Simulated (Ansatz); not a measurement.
I (bcc (W type), Im-3m) under volume change, plane-wave PAW r²SCAN+D4 (Ansatz code), scaled uniformly.

```csv
V (Å³/atom),E − E(relaxed) (meV/atom),P (GPa)
31.948,29.6,3.30
33.002,12.3,1.99
34.055,2.9,0.91
35.108,0.0,0.00
36.161,___,___
37.215,9.6,-1.38
38.268,___,___
```

Problem. Some entries are withheld; supply them.

Solution. 
- 38.268, E − E(relaxed) (meV/atom): 20.5
- 38.268, P (GPa): -1.90
- 36.161, E − E(relaxed) (meV/atom): 2.6
- 36.161, P (GPa): -0.76

Problem. What does a third-order Birch–Murnaghan fit give for V₀, B₀ and B′?

Solution. V₀ = 35.11 Å³/atom, B₀ = 27.5 GPa, B′ = 5.1.

A made-up cell: these elements were put on the sites of a structure type; the Crystallography Open Database copy checked does not list it. It is not the phase usual at ambient conditions (space group No. 64). The cell was relaxed with r²SCAN+D4 under the symmetry of its start. At this level the phase is mechanically unstable. Spin–orbit coupling is left out wherever it is not named.

Potentials: the later of the program's two PAW sets.
